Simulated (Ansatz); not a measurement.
The end point of a relaxation of TePb. Space group Fm-3m (No. 225), rock salt type. Method: PBE (plane waves to 420 eV, PAW, scalar-relativistic; Ansatz, an electronic-structure program).

Space group Fm-3m (No. 225); a = b = c = 6.5697 Å, α = β = γ = 90.00°

```json
[
 {"atom": "Pb", "site": "4b", "symmetry": "m-3m", "x": "0.5000", "y": "0.5000", "z": "0.5000"},
 {"atom": "Te", "site": "4a", "symmetry": "m-3m", "x": "0.0000", "y": "0.0000", "z": "0.0000"}
]
```
(The calculation used a cell of 2 atoms; values per cell refer to that cell.)

Q: What is the computed band gap (PBE)?

A: 0.83 eV, direct at L (no spin-orbit coupling).

No spin polarisation in the result. Spin-orbit coupling is missing; with elements this heavy it can move band edges by tenths of an eV or more.

Measured for TePb: gap 0.19 eV (0 K or low temperature; as listed in arXiv:2302.06325). Computed minus measured — gap: PBE +0.64 eV. The computed values are for a static lattice, and a measured gap can be an optical one, lowered by exciton binding.

The run could not lose the symmetry of its start.
